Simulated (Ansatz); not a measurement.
The calculation used DFT PBE, scalar-relativistic, plane waves, PAW (Ansatz 0.2.0). All cells share a 420 eV cutoff and Γ-centred k meshes spaced at most about 0.3 Å⁻¹ (about 0.25 or finer for metals, 2π included). No spin polarisation in the final relaxations.

Each of these unrelaxed guesses is relaxed in cell and atoms within its symmetry. A guess keeps its type if space group and coordination stay and the shape of the cell changes little (axis ratios within about 15 %, angles within 6°); the volume may change.

1. Te2Pd3Ru

```
CELL_PARAMETERS angstrom
3.93208 0.00000 0.00000
-1.96604 3.40528 0.00000
0.00000 0.00000 9.69990
ATOMIC_POSITIONS crystal
Te 0.33333 0.66667 0.66867
Te 0.66667 0.33333 0.33133
Ru 0.00000 0.00000 0.00000
Pd 0.33333 0.66667 0.16576
Pd 0.66667 0.33333 0.83424
Pd 0.00000 0.00000 0.50000
```

2. Li5Re3

```
CELL_PARAMETERS angstrom
3.74432 0.00000 0.00000
0.00000 3.85271 0.00000
0.00000 0.00000 7.75860
ATOMIC_POSITIONS crystal
Li 0.00000 0.00000 0.50000
Li 0.00000 0.00000 0.00000
Li 0.50000 0.50000 0.00000
Li 0.50000 0.00000 0.74223
Li 0.50000 0.00000 0.25777
Re 0.00000 0.50000 0.76507
Re 0.00000 0.50000 0.23493
Re 0.50000 0.50000 0.50000
```

3. SnSe5

```
CELL_PARAMETERS angstrom
0.00000 4.39904 4.39904
4.39904 0.00000 4.39904
4.39904 4.39904 0.00000
ATOMIC_POSITIONS crystal
Sn 0.00000 0.00000 0.00000
Se 0.37500 0.37500 0.87500
Se 0.37500 0.87500 0.37500
Se 0.87500 0.37500 0.37500
Se 0.37500 0.37500 0.37500
Se 0.75000 0.75000 0.75000
```

Problem. Which keep their type?

Solution. Guess 3 keeps its type.

| guess | kept | start group | end group | V start (Å³/atom) | V end | b/a and c/a, end over start | nearest neighbours start | nearest neighbours end |
| --- | --- | --- | --- | --- | --- | --- | --- | --- |
| 1 | no | P-3m1 | P-3m1 | 21.6 | 18.0 | 1.00, 0.52 | Pd 6, Ru 6, Te 6 | Pd 7/14, Ru 14, Te 10 |
| 2 | no | Pmmm | Pmmm | 14.0 | 14.0 | 1.07, 0.60 | Li 12, Re 12 | Li 10, Re 10 |
| 3 | yes | F-43m | F-43m | 28.4 | 22.9 | 1.00, 1.00 | Se 6/16, Sn 16 | Se 6/16, Sn 16 |

Neighbours count within 15 % of an atom's shortest distance; end groups are read at 0.02 Å (0.05 Å in metals).

These runs have no spin–orbit coupling, which can matter for Re and Te. A magnetic state wasn't ruled out in cells without spin, among them SnSe5 F-43m. Cells relaxed within their symmetry can be saddle points.

In counts of neighbours, a slash parts the counts of unlike sites.
